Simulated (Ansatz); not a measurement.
# Ionic part of the dielectric constant of BP at -3.5 GPa, mode by mode

All numbers below come from DFT LDA, scalar-relativistic, plane waves, PAW (Ansatz). Settings: 420 eV plane-wave cutoff, Γ-centred 10×10×10 mesh, fixed occupations. No spin polarisation. Phonons by linear response, acoustic sum rule imposed.

It takes space group F-43m (No. 216, cubic). Conventional cell: a = 4.521 Å, b = 4.521 Å, c = 4.521 Å, α = 90.00°, β = 90.00°, γ = 90.00°. B (site symmetry -43m) is surrounded by 4 P at 1.96 Å. P (site symmetry -43m) is surrounded by 4 B at 1.96 Å.

The cell is the ideal cubic zincblende prototype.

The primitive cell has V = 23.11 Å³ and ε∞,zz = 9.190. Each polar mode adds Δε = (4.92064×10⁷/V)·S/ν² along z, with S its oscillator strength in e²/amu, ν in cm⁻¹ and V in Å³.

**Question.** From these modes, find each Δε and ε0,zz.
```json
{"ν (cm⁻¹)": "803.8", "S_zz (e²/amu)": "0.04099"}
```

**Answer.**
```json
{"ν (cm⁻¹)": "803.8", "Δε": "0.14"}
```

The sum is 0.135, so ε0,zz = 9.33; the run's tensor has 9.33.

**Question.** Where do the longitudinal modes lie for a wave vector along z?

**Answer.** At 810 cm⁻¹. The Lyddane–Sachs–Teller product Π(ν_LO/ν_TO)² = 1.01 matches ε0/ε∞ = 1.01.

Cost: 1 run of about 2.2 core-minutes, on Intel Xeon Processor @ 2.50GHz (Skylake/Cascade Lake) (shared hosts).